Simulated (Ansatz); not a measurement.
**Sc (P6_3/mmc), two-dimensional strain map**

Level of theory: DFT PBEsol, scalar-relativistic, plane waves, PAW in Ansatz 0.2.0. Cutoff 420 eV, Γ-centred 18×18×10 k-points, Gaussian smearing of 0.15 eV. No spin polarisation. Energies are free energies at this smearing, counted from the undisturbed cell; pressure is positive in compression.

Zero of the scan (as given, not relaxed at this level; it stands at -2.8 GPa):

```xyz
2
Lattice="3.3088 0.0000 0.0000 -1.6544 2.8655 0.0000 0.0000 0.0000 5.2680" Properties=species:S:1:pos:R:3 pbc="T T T"
Sc    0.0000    1.9103    1.3170
Sc    1.6544    0.9552    3.9510
```

The cell is strained by p along both x and y and by q along z, fractional coordinates fixed. Points are written (p, q).

Energy above the undisturbed cell in meV/atom (a dash: not computed):

```
 p \ q  -0.030  -0.015  0.000  0.015  0.030
-0.030    -5.2    -5.3      ?    4.5   13.7
-0.015       ?   -11.3   -5.8    2.7   14.0
 0.000   -11.5    -7.4    0.0   10.4   23.6
 0.015    -0.3       ?   14.7   26.9   41.8
 0.030    19.1    26.8      ?   51.4   67.8
```

Q: Fill in the withheld energies.

A: (-0.030, 0.000): -2.0; (-0.015, -0.030): -13.4; (0.015, -0.015): 5.6; (0.030, 0.000): 37.6.